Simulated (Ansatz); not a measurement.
OsC in space group P-6m2 (No. 187; Os on 1a, C on 1f) at seven volumes, the program Ansatz at the PBE level (PAW), shape and atoms relaxed at each. One row is withheld.

```
V (Å³/atom)  P (GPa)
-----------  -------
9.299          43.93
9.606          26.91
9.913              ?
10.219          0.00
10.526        -10.47
10.832        -19.29
11.139        -26.72
```

Q: Fit the shown pressures and predict the withheld one.

A: Third-order Birch–Murnaghan: P = (3/2)B₀(x^(7/2) − x^(5/2))[1 + (3/4)(B′ − 4)(x − 1)] with x = (V₀/V)^(2/3). Least squares on the six rows gives V₀ = 10.219 Å³/atom, B₀ = 376.8 GPa, B′ = 4.49. At V = 9.913, x = 1.0205 and P = 12.27 GPa. The run itself gave 12.37 GPa.

A made-up cell: these elements were put on the sites of a structure type; neither database checked (COD, Materials Project) lists it. Whether it is the stable phase at ambient conditions was not checked. The cell was relaxed with PBE under the symmetry of its start; whether a distortion lowers the energy is not shown. The run is not spin-polarised. Spin–orbit coupling is left out wherever it is not named.

Potentials: the earlier of the program's two PAW sets.
